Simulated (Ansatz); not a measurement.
Cu Kα1 powder pattern (kinematic, no thermal factors).
2θ (°) (relative intensity): 15.58 (2, 1 0 0), 22.10 (3, 1 1 0), 27.16 (100, 1 1 1), 35.29 (3, 2 1 0), 38.78 (2, 2 1 1), 45.09 (74, 2 2 0), 47.99 (1, 3 0 0), 53.43 (44, 3 1 1), 65.67 (12, 4 0 0), 72.43 (17, 3 3 1), 83.22 (23, 4 2 2), 89.55 (13, 5 1 1)

The pattern is computed from a structure relaxed with DFT PBE, scalar-relativistic, plane waves, PAW in Ansatz. No spin polarisation. Its elements are As, Ga, P.

Give the structure.

Ga4As3P.
Space group P-43m (No. 215). a = 5.683 Å, b = 5.683 Å, c = 5.683 Å, α = 90.00°, β = 90.00°, γ = 90.00°
```
atom  site  symmetry       x       y       z
  Ga    4e       .3m  0.2453  0.7547  0.2453
   P    1a      -43m  0.0000  0.0000  0.0000
  As    3c     -42.m  0.0000  0.5000  0.5000
```

A pattern alone doesn't exclude other cells with like lines; this is the one computed.

The cell was found from a structure generator's guess, not taken from experiment.
